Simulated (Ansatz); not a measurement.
This cell of Bi (A7 type, space group R-3m) is off equilibrium:

```
CELL_PARAMETERS angstrom
      2.26027     1.30497     4.00943
     -2.26027     1.30497     4.00943
      0.00000    -2.60994     4.00943
ATOMIC_POSITIONS crystal
  Bi 0.31632 0.15834 0.10051
  Bi 0.76629 0.76629 0.76629
```

Level of theory: r2SCAN+rVV10 (plane waves to 500 eV, PAW, scalar-relativistic; Ansatz, a first-principles code). k mesh 10×10×10 (Γ-centred), Fermi-Dirac smearing 0.05 eV. E stands for the smeared free energy. Compression counts positive. With partly filled bands, energies and forces of such displacements shift with the k mesh and the smearing. Bi was relaxed with its symmetry unable to fall. Spin-orbit coupling is left out, though Bi is heavy.

Task: What forces act on the atoms (eV/Å, Cartesian)?

Result: 
```
atom      Fx      Fy      Fz
----  ------  ------  ------
Bi1   -6.033  -3.698   5.251
Bi2    6.033   3.698  -5.251
```

Task: What is the stress tensor (GPa)?

Result: 
```
   31.1     13.2    -15.6
   13.2      7.8     -9.2
  -15.6     -9.2      9.6
```
The pressure, a third of the trace, is 16.1 GPa.

Task: In it atom 1 sits (0.357, 0.357, -0.505) Å away from its relaxed site. What is its energy relative to the relaxed cell?

Result: 2192 meV/cell.

(A displaced cell: forces are minus the slopes of the energy, force constants its curvatures, and phonons follow from these.)
